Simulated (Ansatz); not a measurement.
Input:

Ti$_{5}$Ge$_{3}$:
```cif
data_Ge6Ti10
_chemical_formula_sum 'Ti10 Ge6'
_space_group_name_H-M_alt 'P 1'
_space_group_IT_number 1
_cell_length_a 7.54741
_cell_length_b 7.54741
_cell_length_c 5.19514
_cell_angle_alpha 90.000
_cell_angle_beta 90.000
_cell_angle_gamma 120.000
loop_
_space_group_symop_operation_xyz
  'x, y, z'
loop_
_atom_site_label
_atom_site_type_symbol
_atom_site_fract_x
_atom_site_fract_y
_atom_site_fract_z
_atom_site_occupancy
Ti1 Ti 0.00000 0.74870 0.75000 1
Ti2 Ti 0.00000 0.25130 0.25000 1
Ti3 Ti 0.25130 0.00000 0.25000 1
Ti4 Ti 0.74870 0.00000 0.75000 1
Ti5 Ti 0.25130 0.25130 0.75000 1
Ti6 Ti 0.74870 0.74870 0.25000 1
Ti7 Ti 0.33333 0.66667 0.50000 1
Ti8 Ti 0.66667 0.33333 0.50000 1
Ti9 Ti 0.66667 0.33333 0.00000 1
Ti10 Ti 0.33333 0.66667 0.00000 1
Ge1 Ge 0.61083 0.61083 0.75000 1
Ge2 Ge 0.38917 0.38917 0.25000 1
Ge3 Ge 0.00000 0.61083 0.25000 1
Ge4 Ge 0.00000 0.38917 0.75000 1
Ge5 Ge 0.38917 0.00000 0.75000 1
Ge6 Ge 0.61083 0.00000 0.25000 1
```

This is the r²SCAN-relaxed structure.

**Question.** All from DFT-r²SCAN in the program Ansatz with PAW potentials, unless another level is named. Estimate the electronic character.

**Answer.** metallic (no gap).

**Question.** Next, the density of states at the Fermi level?

**Answer.** 0.53 states/eV per atom (mean over ±0.08 eV).

**Question.** And the formation energy from the elements (no fitted shifts)?

**Answer.** -0.75 eV/atom.

Space group P6_3/mcm. The first step of the workflow began from a Materials Project structure, measured or hypothetical; the Crystallography Open Database files this formula in space group No. 193, but the cells were not matched. Whether it is the stable phase at ambient conditions was not checked. Symmetry was held in the r²SCAN relaxation; whether a distortion lowers the energy is not shown. No spin polarisation was allowed. The references are the lowest solids computed at this level, not always the standard phases. Scalar-relativistic: spin–orbit coupling is off unless named, which matters more the heavier the elements.

Potentials: the later of the program's two PAW sets.
